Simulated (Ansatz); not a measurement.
Space group I4/mmm (No. 139). a = 4.204 Å, b = 4.204 Å, c = 9.799 Å, α = 90.00°, β = 90.00°, γ = 90.00°
```tsv
atom	site	symmetry	x	y	z
Y	2a	4/mmm	0.0000	0.0000	0.0000
Ge	4e	4mm	0.0000	0.0000	0.3707
Ru	4d	-4m2	0.0000	0.5000	0.2500
```

Equation of state of this YGe2Ru2 structure (not necessarily the ground state), with shape and atoms relaxed at each volume where symmetry leaves them free. It has no gap at any of these volumes. These are results of Ansatz, DFT PBEsol, scalar-relativistic, plane waves, PAW, not measurements.

Settings: cutoff 420 eV, Γ-centred mesh 12×12×12 on the computed 5-atom cell, Gaussian smearing of 0.10 eV; no spin polarisation.

```csv
V (Å³/atom),E − E(largest V) (meV/atom),P (GPa)
16.276,7.05,10.64
16.796,-17.74,4.85
17.315,-25.40,0.00
17.835,-18.71,-4.06
18.354,0.00,-7.44
```

Fit a third-order Birch–Murnaghan equation to E(V).

V0 = 17.32 Å³/atom, B0 = 147 GPa, B0' = 4.9.

Cost: 5 runs of about 14 core-minutes in all, on Arm Neoverse V1 (shared hosts).